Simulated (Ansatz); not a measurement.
Starting cell, SiC (zinc blende):

```xyz
4
Lattice="0.0000 4.3563 4.3563 2.1782 0.0000 2.1782 2.1782 2.1782 0.0000" Properties=species:S:1:pos:R:3 pbc="T T T"
C      3.2673     3.2673     3.2673
C      3.2673     5.4454     5.4454
Si     0.0000     0.0000     0.0000
Si     2.1782     4.3563     2.1782
```

A phonon eigenvector at L = (0.5, 0.0, 0.0) is frozen into this cell: atom i moves by Q times the vector below, so Q is the largest atomic displacement, in Å. The cell is held. It is one choice among 2 degenerate patterns. (q is in reciprocal vectors of the primitive cell; the cell shown is doubled to hold the pattern.)

```
atom       x       y       z
----  ------  ------  ------
C1    -0.285   0.520  -0.805
C2     0.285  -0.520   0.805
Si3   -0.108   0.196  -0.304
Si4    0.108  -0.196   0.304
```

Calculation: r2SCAN (plane waves to 500 eV, PAW, scalar-relativistic; Ansatz, a program for electronic structure). k mesh 13×13×13 (Γ-centred), Fermi-Dirac smearing 0.05 eV. E stands for the smeared free energy. SiC was relaxed with its symmetry unable to fall. The zero of ΔE is the undisplaced structure.

```tsv
Q (Å)	ΔE (meV/cell)
-0.180	1165
-0.150	withheld
-0.120	509
-0.090	285
-0.060	126
-0.030	31
0.000	0
0.030	31
0.060	126
0.090	285
0.120	509
0.150	withheld
0.180	1165
```

### Question
Fit an even polynomial form (powers 2, 4) to the given rows and predict ΔE at Q = -0.150.

### Answer
Least squares on the 11 given rows: ΔE = (34880)·Q² + (33180)·Q⁴, in meV/cell with Q in Å; root-mean-square residual 0.2 meV/cell. At -0.150 the fit gives 802 meV/cell; the calculation gives 802 meV/cell, the same to the digits shown. The quadratic term alone would give 785 meV/cell.

(A displaced cell: forces are minus the slopes of the energy, force constants its curvatures, and phonons follow from these.)
